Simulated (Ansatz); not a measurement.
Relaxation of a relaxed TiC cell, doubled along one cell vector, shaken by Gaussian noise of σ = 0.08 Å a coordinate; 12 atoms in the cell, which starts as P1 (No. 1), aP12; a = b = 5.3199 Å, c = 5.7794 Å, α = β = 100.43°, γ = 116.80°. The numbers are results of PBE (plane waves to 420 eV, PAW, scalar-relativistic; Ansatz, an electronic-structure program), not measurements. Γ-centred k-mesh 8×4×8 on the run's cell (coarser than for final values), Fermi–Dirac smearing 0.05 eV. This is the first round of the run. 

The optimiser's lines from the output (shortened; P is positive under compression):

```
relax step   1: F+E_penalty+E_count = -16504.27302712 eV  Δ(F+E_penalty+E_count) = +0.000e0 eV  max|allowed force component| = 2.491e0 eV/Å  Δτ_max = 0.0000 Å  P = +4.919 GPa  Ω = 137.005 Å³  (8 SCF iters, dr2 threshold 1.00e-7 eV, accepted)
relax step   2: F+E_penalty+E_count = -16505.16190117 eV  Δ(F+E_penalty+E_count) = -8.889e-1 eV  max|allowed force component| = 1.138e0 eV/Å  Δτ_max = 0.1555 Å  P = +1.204 GPa  Ω = 137.362 Å³  (7 SCF iters, dr2 threshold 1.20e-6 eV, accepted)
relax step   3: F+E_penalty+E_count = -16506.00529409 eV  Δ(F+E_penalty+E_count) = -8.434e-1 eV  max|allowed force component| = 5.008e-1 eV/Å  Δτ_max = 0.1822 Å  P = -0.642 GPa  Ω = 135.183 Å³  (7 SCF iters, dr2 threshold 1.20e-6 eV, accepted)
relax step   4: F+E_penalty+E_count = -16506.16616766 eV  Δ(F+E_penalty+E_count) = -1.609e-1 eV  max|allowed force component| = 3.802e-1 eV/Å  Δτ_max = 0.1497 Å  P = +0.782 GPa  Ω = 132.786 Å³  (7 SCF iters, dr2 threshold 1.20e-6 eV, accepted)
relax step   5: F+E_penalty+E_count = -16506.22250816 eV  Δ(F+E_penalty+E_count) = -5.634e-2 eV  max|allowed force component| = 4.667e-2 eV/Å  Δτ_max = 0.0417 Å  P = -0.422 GPa  Ω = 133.600 Å³  (6 SCF iters, dr2 threshold 1.20e-6 eV, accepted)
relax step   6: F+E_penalty+E_count = -16506.22511374 eV  Δ(F+E_penalty+E_count) = -2.606e-3 eV  max|allowed force component| = 4.047e-2 eV/Å  Δτ_max = 0.0049 Å  P = +0.308 GPa  Ω = 133.055 Å³  (6 SCF iters, dr2 threshold 1.20e-6 eV, accepted)
relax step   7: F+E_penalty+E_count = -16506.22596908 eV  Δ(F+E_penalty+E_count) = -8.553e-4 eV  max|allowed force component| = 8.244e-3 eV/Å  Δτ_max = 0.0165 Å  P = -0.000 GPa  Ω = 133.241 Å³  (6 SCF iters, dr2 threshold 3.34e-7 eV, accepted)
relax step   8: F+E_penalty+E_count = -16506.22607631 eV  Δ(F+E_penalty+E_count) = -1.072e-4 eV  max|allowed force component| = 2.874e-3 eV/Å  Δτ_max = 0.0027 Å  P = +0.005 GPa  Ω = 133.233 Å³  (6 SCF iters, dr2 threshold 3.41e-8 eV, accepted)
relax step   9: F+E_penalty+E_count = -16506.24288777 eV  Δ(F+E_penalty+E_count) = -1.681e-2 eV  max|allowed force component| = 5.859e-3 eV/Å  Δτ_max = 0.0000 Å  P = +0.170 GPa  Ω = 133.233 Å³  stress off target by 6.01e-1 GPa  SCF on the basis re-selected at this cell (its energy is not comparable with the rows above)  (7 SCF iters)
relax step  10: F+E_penalty+E_count = -16506.24378369 eV  Δ(F+E_penalty+E_count) = -8.959e-4 eV  max|allowed force component| = 3.947e-3 eV/Å  Δτ_max = 0.0052 Å  P = -0.032 GPa  Ω = 133.321 Å³  (6 SCF iters, dr2 threshold 9.02e-7 eV, accepted)
relax step  11: F+E_penalty+E_count = -16506.24382512 eV  Δ(F+E_penalty+E_count) = -4.143e-5 eV  max|allowed force component| = 7.997e-4 eV/Å  Δτ_max = 0.0006 Å  P = +0.001 GPa  Ω = 133.304 Å³  (6 SCF iters, dr2 threshold 2.24e-8 eV, accepted)
relax step  12: F+E_penalty+E_count = -16506.24394281 eV  Δ(F+E_penalty+E_count) = -1.177e-4 eV  max|allowed force component| = 7.762e-4 eV/Å  Δτ_max = 0.0000 Å  P = +0.002 GPa  Ω = 133.304 Å³  stress off target by 1.18e-2 GPa  SCF on the basis re-selected at this cell (its energy is not comparable with the rows above)  (8 SCF iters)
```

From the first to the last row the energy changes by -0.16 eV/atom and the volume by -2.7 %. The last row is marked as not comparable with the walk above it, whose basis was carried along; it does compare with step 1, since both stand on a basis selected at the nominal cutoff for their own cell.

Later rounds, restarted from the end of this one on a renewed k-mesh, logged 4 more steps and released under 0.01 eV/atom more. The final structure after all rounds: Imm2 (No. 44), oI12; a = 2.902 Å, b = 8.746 Å, c = 5.251 Å, α = β = γ = 90.00°. Between re-selections the logged energies stand on a plane-wave basis carried along with the cell. No spin polarisation in the result.

The relaxed structure here is a generated cell of TiC: the first start was made by placing the elements on the sites of a structure type, and the end was not matched to a known phase here, so it may be hypothetical. Known forms of TiC include space group No. 225.
